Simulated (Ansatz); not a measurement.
Relaxed Rh (fcc, Cu type):

```xyz
4
Lattice="3.8000 0.0000 0.0000 0.0000 3.8000 0.0000 0.0000 0.0000 3.8000" Properties=species:S:1:pos:R:3 pbc="T T T"
Rh     0.0000     0.0000     0.0000
Rh     1.9000     1.9000     0.0000
Rh     1.9000     0.0000     1.9000
Rh     0.0000     1.9000     1.9000
```

In each cell atom 1 (Rh, nearest neighbour Rh at 2.687 Å; its periodic images, 3.8 Å or more away, move with it) moves by s·(0.000, 0.000, 1.000) (along Cartesian z), the rest being held.

Level of theory: r2SCAN (plane waves to 500 eV, PAW, scalar-relativistic; Ansatz, a program for electronic structure). k mesh 10×10×10 (Γ-centred), Fermi-Dirac smearing 0.05 eV. E stands for the smeared free energy. With partly filled bands, energies and forces of such displacements shift with the k mesh and the smearing. Rh is run without spin polarisation. Rh was relaxed with its symmetry unable to fall. The zero of ΔE is the undisplaced structure.

Successive frames, forces in eV/Å:

| frame | ΔE (meV/cell) | F on Rh1 | F on Rh2 | F on Rh3 | F on Rh4 |
|---|---|---|---|---|---|
| s = 0.270 Å | 429 | (0.000, 0.000, -3.274) | (0.000, 0.000, 0.365) | (0.000, 0.000, 1.454) | (0.000, 0.000, 1.454) |
| s = 0.216 Å | 272 | (0.000, 0.000, -2.549) | (0.000, 0.000, 0.298) | (0.000, 0.000, 1.126) | (0.000, 0.000, 1.126) |
| s = 0.162 Å | 153 | (0.000, 0.000, -1.889) | (0.000, 0.000, 0.225) | (0.000, 0.000, 0.832) | (0.000, 0.000, 0.832) |
| s = 0.108 Å | 68 | (0.000, 0.000, -1.255) | (0.000, 0.000, 0.148) | (0.000, 0.000, 0.554) | (0.000, 0.000, 0.554) |

Task: What are the energy and the forces in the next frame, s = 0.054 Å?

Result: ΔE (meV/cell) = 17.

```csv
atom,Fx,Fy,Fz
Rh1,0.000,0.000,-0.627
Rh2,0.000,0.000,0.073
Rh3,0.000,0.000,0.277
Rh4,0.000,0.000,0.277
```

(For displaced atoms, the force is minus the slope of the energy, and its curvature is a force constant, which sets phonon frequencies.)
